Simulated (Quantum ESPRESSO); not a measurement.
TaHf3O7N, convergence and cost over cutoff and k mesh

A calculation, not a measurement. The program is pw.x of Quantum ESPRESSO 7.5 (plane-wave density functional theory). The cell is made up: 12 atoms on a rutile lattice, with randomly drawn elements, strain and displacements, not relaxed. PseudoDojo standard norm-conserving files (v0.5 for PBE, v0.4.1 for LDA and PBEsol) set the functional; there is no spin polarisation, spin-orbit coupling or dispersion term, and the masses in the input are unused placeholders.

The hafnium pseudopotential is less sure than the others, with forces about 3 percent (worst 6) and pressure in oxides about 1.5 GPa (worst 2.7) from a second method in checks, which no rerun with the same files tests.

Input of the run in row 4:

```
&control calculation='scf', pseudo_dir='./dojo.nc.sr.pbe.v0_5.standard.upf', outdir='./o', disk_io='low', tprnfor=.true., tstress=.true. /
&system ibrav=0, nat=12, ntyp=4, nbnd=54, ecutwfc=84.00895049, nosym=.true., tot_charge=0,
 occupations='smearing', smearing='fd', degauss=0.0018374661
/
&electrons conv_thr=7.350e-09, electron_maxstep=60, /
ATOMIC_SPECIES
Hf 1.0 Hf.upf
N 1.0 N.upf
O 1.0 O.upf
Ta 1.0 Ta.upf
CELL_PARAMETERS angstrom
4.7 -0.0441 0.0172
-0.0441 4.7125 -0.0523
0.0228 -0.0692 6.3409
ATOMIC_POSITIONS angstrom
Ta -0.0188 -0.0399 -0.0314
Hf 2.2263 2.2708 1.5434
Hf 0.0695 -0.1021 3.1406
Hf 2.4457 2.2457 4.7546
O 1.4468 1.3175 0.0706
N 3.3682 3.1631 -0.0484
O 3.8109 1.003 1.5459
O 0.7429 3.7446 1.4693
O 1.3486 1.3929 3.0498
O 3.2782 3.1821 3.1554
O 3.6488 0.7518 4.6916
O 1.0336 3.7405 4.7413
K_POINTS automatic
5 5 4 1 1 1
```

The same cell was run at these settings. Meshes are shifted by half a step, and differences are from the last row, which is itself not exact.

```
cutoff (eV)     k mesh  k points solved  threshold (eV)  free energy less the last row's (eV)  pressure (GPa)  largest stress difference (GPa)  largest force difference (eV/Å)  iterations  wall time (s)  k-point pools              processor
        800  2 x 2 x 2                4           1e-04                                 1.146            9.69                             9.10                            0.048          11             12              4  AMD EPYC, Zen 5 class
       1143  2 x 2 x 2                4           1e-07                                 0.036           18.47                             0.43                            0.045          15             19              4  AMD EPYC, Zen 5 class
        718  5 x 5 x 4               50           1e-07                                 3.071           -0.76                            19.24                            0.028          15             70              4  AMD EPYC, Zen 5 class
       1143  5 x 5 x 4               50           1e-07                                 0.004           18.41                             0.03                            0.002          15            124              4  AMD EPYC, Zen 5 class
       1437  7 x 7 x 6              147           1e-07                                 0.000           18.44                             0.00                            0.000          15            491              4  AMD EPYC, Zen 5 class
```

Each pool is one process. Wall times include start-up and a band step at six k points, which weighs most on the coarsest meshes. The runs were on shared virtual cores whose load varied, so times are rough.